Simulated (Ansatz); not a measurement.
Field gradients at the nuclei in Si3N4

The cell is a structure deposited in the COD, ions relaxed with PBE at fixed cell.

Space group P31c (No. 159); a = 7.7650, c = 5.6275 Å, γ = 120.00°.

| site | Wyckoff | site symmetry | x | y | z |
| --- | --- | --- | --- | --- | --- |
| Si1 | 6c | 1 | 0.5119 | 0.0824 | 0.1925 |
| Si7 | 6c | 1 | 0.1676 | 0.2536 | 0.9858 |
| N13 | 2a | 3.. | 0.0000 | 0.0000 | 0.9867 |
| N15 | 2b | 3.. | 0.3333 | 0.6667 | 0.6341 |
| N17 | 6c | 1 | 0.3442 | 0.9543 | 0.9655 |
| N23 | 6c | 1 | 0.3187 | 0.3160 | 0.2326 |

One atom of each set is listed.

Method: Kohn–Sham DFT in Ansatz, PBE, plane waves and PAW, scalar-relativistic, 420 eV cutoff, Γ-centred 4×4×5 k-points, Fermi–Dirac smearing 0.02 eV.

Conventions: |V_zz| ≥ |V_yy| ≥ |V_xx|, η = (V_xx − V_yy)/V_zz, C_Q = eQV_zz/h.

14N: I = 1, Q = 20.44 mb. Quadrupole moments are those of Pyykkö's year-2017 table.

```tsv
site	atoms	first shell	V_zz (10²¹ V/m²)	η	C_Q (MHz)
Si1	6	4 N at 1.73–1.75 Å	1.55	0.98	–
Si7	6	4 N at 1.72–1.74 Å	0.88	0.73	–
N13	2	3 Si at 1.73 Å	-5.52	0.00	-2.73
N15	2	3 Si at 1.73 Å	-3.81	0.00	-1.88
N17	6	3 Si at 1.74–1.75 Å	-4.57	0.12	-2.26
N23	6	3 Si at 1.72–1.75 Å	-4.41	0.11	-2.18
```

An axis of threefold or higher order runs through N13 and N15, so V_zz lies along it and η is zero. At N17 and N23 V_zz stands upright on the plane through its three neighbours (within 4°) in each case.

Si has no stable isotope with a ground-state quadrupole moment in the table, so no C_Q is given.

The database positions were far from equilibrium, so the relaxed structure may not be the compound's real one. Where η is near 1 the sign of V_zz means little.

The relaxation (6 steps) took 79 s of wall time (78 s of CPU time) and 0.79 GiB at its peak, on 1 thread of Intel Xeon 6975P-C (Granite Rapids) (x86_64; 48 cores open to the job, memory cap 3.0 GiB, no GPU), a shared host with a load of 0.3 a core.
